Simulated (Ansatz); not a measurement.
NbP:
```
CELL_PARAMETERS angstrom
      3.33457     0.00000     0.00000
     -1.66728     2.88782     0.00000
      0.00000     0.00000     3.32676
ATOMIC_POSITIONS crystal
  Nb 0.00000 0.00000 0.00000
  P  0.66667 0.33333 0.50000
```

Relaxed with r²SCAN. Special points in fractions of this cell's reciprocal vectors: Γ (0.000, 0.000, 0.000); M (0.500, 0.000, 0.000); K (0.333, 0.333, 0.000); A (0.000, 0.000, 0.500); L (0.500, 0.000, 0.500); H (0.333, 0.333, 0.500).

Problem. List the band energies nearest the Fermi level at these points for r²SCAN in the plane-wave PAW code Ansatz.

Solution. In eV from the Fermi level; about four levels below and three above (degenerate sets whole), none deeper than 8.9 eV; points with the same levels are listed once.

| k | below | above |
|---|---|---|
| Γ | -2.81 -2.20 -2.20 -0.31 | 1.91 1.91 4.92 4.92 |
| M | -6.23 -2.99 -2.37 -0.60 | 1.14 3.32 3.92 |
| K | -5.49 -4.25 -2.86 -0.04 | 1.15 2.09 2.12 |
| A | -1.53 -1.53 -0.25 -0.25 | 2.76 3.72 3.72 |
| L | -5.17 -4.40 -3.33 -0.09 | 3.10 3.56 4.58 |
| H | -5.75 -4.76 -2.48 -0.10 | 3.23 4.63 5.35 |

Space group P-6m2. A made-up cell: these elements were put on the sites of a structure type; neither database checked (COD, Materials Project) lists it. COD files the formula under space group No. 141, so this cell is another polymorph or a model. Whether it is the stable phase at ambient conditions was not checked. Symmetry was held in the r²SCAN relaxation; of distortions, only those at the zone centre were tested. No spin polarisation was allowed. Scalar-relativistic: spin–orbit coupling is off unless named, which matters more the heavier the elements.

Potentials: the later of the program's two PAW sets.
